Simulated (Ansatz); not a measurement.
Consider the following.

C₈H₄FeN₆Pd:
```yaml
crystal:
  lattice:
    - [6.69107, 0.00000, 0.00000]
    - [0.00000, 7.09396, 0.00000]
    - [0.00000, 0.00000, 7.13838]
  atoms:
    - { symbol: Fe, position: [0.00000, 0.00000, 0.00000] }
    - { symbol: Pd, position: [0.00000, 0.50000, 0.50000] }
    - { symbol: N, position: [0.00000, 0.18885, 0.18822] }
    - { symbol: C, position: [0.00000, 0.30314, 0.30412] }
    - { symbol: N, position: [0.00000, 0.18885, 0.81178] }
    - { symbol: C, position: [0.00000, 0.30314, 0.69588] }
    - { symbol: N, position: [0.00000, 0.81115, 0.18822] }
    - { symbol: C, position: [0.00000, 0.69686, 0.30412] }
    - { symbol: N, position: [0.00000, 0.81115, 0.81178] }
    - { symbol: C, position: [0.00000, 0.69686, 0.69588] }
    - { symbol: N, position: [0.70842, 0.00000, 0.00000] }
    - { symbol: N, position: [0.29158, 0.00000, 0.00000] }
    - { symbol: C, position: [0.60297, 0.16086, 0.00000] }
    - { symbol: H, position: [0.68693, 0.29073, 0.00000] }
    - { symbol: C, position: [0.60297, 0.83914, 0.00000] }
    - { symbol: H, position: [0.68693, 0.70927, 0.00000] }
    - { symbol: C, position: [0.39703, 0.16086, 0.00000] }
    - { symbol: H, position: [0.31307, 0.29073, 0.00000] }
    - { symbol: C, position: [0.39703, 0.83914, 0.00000] }
    - { symbol: H, position: [0.31307, 0.70927, 0.00000] }
```

This is the r²SCAN+D4-relaxed structure. x, y and z are the axes in which the lattice vectors are written.

Problem. All from r²SCAN+D4 in the plane-wave PAW code Ansatz, unless another level is named. Predict the formation energy from the elements (no fitted shifts).

Solution. 0.13 eV/atom.

Problem. And the electron effective mass?

Solution. 0.49, 5.8, 18 mₑ (principal values).

Problem. What about the smallest direct gap on the standard path?

Solution. 1.57 eV.

Problem. And the weight of the conduction-edge state by species (Voronoi cells)?

Solution. N 49 %, C 40 %, H 10 %.

Problem. And the weight of the valence-edge state by species (Voronoi cells)?

Solution. Fe 77 %, C 13 %, N 9 %.

Problem. Predict the conduction-band minimum.

Solution. at Z (k = 0.000, 0.000, 0.500).

Space group Pmmm. The cell is a constructed one: a structure type filled with these elements; neither database checked (COD, Materials Project) lists it. Its standing as an ambient phase is unchecked. The cell was relaxed with r²SCAN+D4 under the symmetry of its start; whether a distortion lowers the energy is not shown. No spin polarisation was allowed. The references are the lowest solids computed at this level, not always the standard phases (solids in place of the gases). Spin–orbit coupling is left out wherever it is not named.

Potentials: the later of the program's two PAW sets.
